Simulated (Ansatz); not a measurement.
In DFT-r²SCAN in the program Ansatz with PAW potentials, SiO₂ in the trigonal phase (P3_121; Si on 3a, O on 6c) relaxes to a = 4.921 Å, c = 5.417 Å. Si has 4 nearest neighbours from 1.61 Å (tetrahedral); O has 2 nearest neighbours from 1.61 Å (bent). Against the elements it lies at -2.99 eV/atom, with no fitted shifts.

The Kohn–Sham gap is 6.60 eV (indirect). The valence maximum lies at K and the conduction minimum at Γ.

The r²SCAN relaxation kept the symmetry of its start. The references are the lowest solids computed at this level, not always the standard phases (solids in place of the gases).

Potentials: the earlier of the program's two PAW sets.
